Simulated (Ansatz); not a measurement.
Li₂SiS₃:
Space group Cmc2₁ (No. 36); a = 11.6239 Å, b = 6.7604 Å, c = 5.9762 Å, α = 90.00°, β = 90.00°, γ = 90.00°

```json
[
 {"atom": "Li", "site": "8b", "symmetry": "1", "x": "0.3346", "y": "0.1540", "z": "0.0092"},
 {"atom": "Si", "site": "4a", "symmetry": "m..", "x": "0.0000", "y": "0.1639", "z": "0.9972"},
 {"atom": "S", "site": "8b", "symmetry": "1", "x": "0.3485", "y": "0.1935", "z": "0.4101"},
 {"atom": "S", "site": "4a", "symmetry": "m..", "x": "0.0000", "y": "0.1395", "z": "0.3690"}
]
```
(The calculation used a cell of 12 atoms; values per cell refer to that cell.)

Relaxed with r²SCAN. The program Ansatz at the r²SCAN level (PAW) gives a gap of 3.46 eV.

### Question
What gap does HSE06 give on the same cell (Ansatz, PAW)?

### Answer
4.13 eV, 0.66 eV more. The hybrid was solved on a coarser mesh and at special points; the gap given is the minimum over both.

Cost on shared cores: the r²SCAN run (SCF on a 5×5×5 mesh, then bands and DOS) very roughly 9 core-minutes, the HSE06 run (SCF on 3×3×3, then a few points) about 4 core-minutes (a rough figure); the tasks are unlike.

Space group Cmc2_1. The first step of the workflow began from a Materials Project structure, measured or hypothetical; the Crystallography Open Database copy checked does not list it. Its standing as an ambient phase is unchecked. The r²SCAN relaxation kept the symmetry of its start; whether a distortion lowers the energy is not shown.

Potentials: the later of the program's two PAW sets.
